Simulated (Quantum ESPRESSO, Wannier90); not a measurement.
## Wannierisation of WO$_{3}$ (ReO3 type)

```
CELL_PARAMETERS angstrom
      3.80620     0.00000     0.00000
      0.00000     3.80620     0.00000
      0.00000     0.00000     3.80620
ATOMIC_POSITIONS crystal
  W  0.00000 0.00000 0.00000
  O  0.00000 0.00000 0.50000
  O  0.50000 0.00000 0.00000
  O  0.00000 0.50000 0.00000
```

Materials Project entry mp-19390; symmetrised, unrelaxed at this level. Not found in the COD (Crystallography Open Database) copy used, which has the formula in other groups; not checked further. Level: PBEsol, no spin polarisation, no spin-orbit coupling; pw.x of Quantum ESPRESSO at 68 Ry with PseudoDojo potentials, 8×8×8 k-points, Wannier90. Density: 8×8×8 mesh, cold smearing 0.01 Ry. Spin-orbit coupling is left out although heavy elements are present.

The plane-wave run has 33 bands and 32 electrons a cell. On the energy scale of pw.x, whose zero is arbitrary, the valence-band maximum lies at 5.93 eV.

Isolated groups of bands, relative to the valence-band maximum (bands from 17 on overlap up to the last one computed):

```
bands  from (eV)  to (eV)  filling          weight on atomic waves
-----  ---------  -------  -------  ------------------------------
1         -74.78   -74.77   filled                       W 5s 97 %
2–4       -39.04   -38.96   filled                       W 5p 97 %
5–7       -18.32   -16.19   filled  O 2s 82 %, W 5d 10 %, W 6s 5 %
8–16       -7.17     0.00   filled            O 2p 80 %, W 5d 17 %
```

Input w.win, without the blocks of cell, atoms and k-points (512 lines):

```
num_bands = 26
num_wann = 14
exclude_bands = 1-7
num_iter = 800
conv_tol = 1.0e-6
conv_window = 4
dis_num_iter = 1000
dis_conv_tol = 1.0e-6
dis_froz_max = 13.42
write_hr = true
write_u_matrices = true
begin projections
W: d
O: p
end projections
mp_grid = 8 8 8
```

wannier90.x stops with:
```
dis_windows: More states in the frozen window than target WFs
```
At some k-point more bands lie below dis_froz_max than there are Wannier functions, and every frozen state has to fit into the subspace. Mended as below, all else unchanged, the run goes through (Ω_I = 11.2 Å²) and follows the plane-wave bands to 0.9 meV rms (states up to 1.6 eV relative to the valence-band maximum).
```
dis_froz_max = 8.02
```
